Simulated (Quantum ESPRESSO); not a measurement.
# Moving one atom in BSi3C3N

The results below are calculated, not measured. They come from pw.x of Quantum ESPRESSO 7.5, a plane-wave density functional program, with PseudoDojo standard norm-conserving files (v0.5 for PBE, v0.4.1 for LDA and PBEsol). The cells are made up: elements, strain and atom displacements were drawn at random, and nothing was relaxed. There is no spin polarisation, spin-orbit coupling or dispersion term.

The cell has 8 sites of a zincblende or diamond lattice. Sites 1 to 4 hold B Si Si Si; sites 5 to 8 hold C C C N. Cell vectors in Å: (4.435, -0.019, 0.054); (-0.019, 4.326, 0.003); (0.054, 0.003, 4.438). Settings: PBE, cutoff 1143 eV, 4 x 4 x 4 k mesh shifted by half a step, Fermi-Dirac smearing of 0.025 eV.

Each run shifts the C atom on site 6 along y and leaves all else fixed. Site 2 is one of its nearest neighbours. E is the free energy of the cell above the lowest run shown. The last column is band 17 less band 16 at Gamma, from a band step after each run.

| run | shift (Å) | Fy on site 6 (eV/Å) | Fy on site 2 (eV/Å) | P (GPa) | E (meV) | level step at Gamma (eV) |
| --- | --- | --- | --- | --- | --- | --- |
| 1 | -0.1012 | 1.127 | -3.077 | -18.56 | 16.7 | 0.871 |
| 2 | -0.0820 | 0.617 | -2.875 | -18.65 | 0.0 | 0.822 |
| 3 | -0.0260 | -0.843 | -2.317 | -18.76 | 6.5 | 0.686 |
| 4 | 0.0199 | -1.998 | -1.896 | -18.68 | 71.9 | 0.595 |
| 5 | 0.0539 | -2.820 | -1.608 | -18.53 | 153.9 | 0.547 |
| 7 | 0.1367 | -4.675 | -0.993 | -17.82 | 465.8 | 0.529 |
| 6 | 0.0778 | ? | ? | ? | ? | ? |

A rerun of one of these cells at 1437 eV and k mesh 6 x 6 x 6 moved values by no more than 0.005 eV in the cell's energy, 0.04 GPa in stress and 0.003 eV/Å in force.

## Worked fit

A parabola through the six runs shown gives Fy on site 6 = -1.507 - 24.86 u + 12.1 u² eV/Å, with u in Å and a scatter of 0.009 eV/Å. Minus the slope, 24.86 ± 0.24 eV/Å², is this atom's force constant along y at u = 0, with its periodic images moving too. The fitted force vanishes at u = -0.059 Å, where the energy should be lowest along this line. The error is the larger of the fit's own and the change that a cubic makes, rounded up.

## Withheld run

Question: what Fy on site 6 should run 6 give?

The fit gives -3.368 eV/Å. The calculation gave -3.379 eV/Å.

```
run  shift (Å)  Fy on site 6 (eV/Å)  Fy on site 2 (eV/Å)  P (GPa)  E (meV)  level step at Gamma (eV)
  6     0.0778               -3.379               -1.417   -18.37    228.0                     0.527
```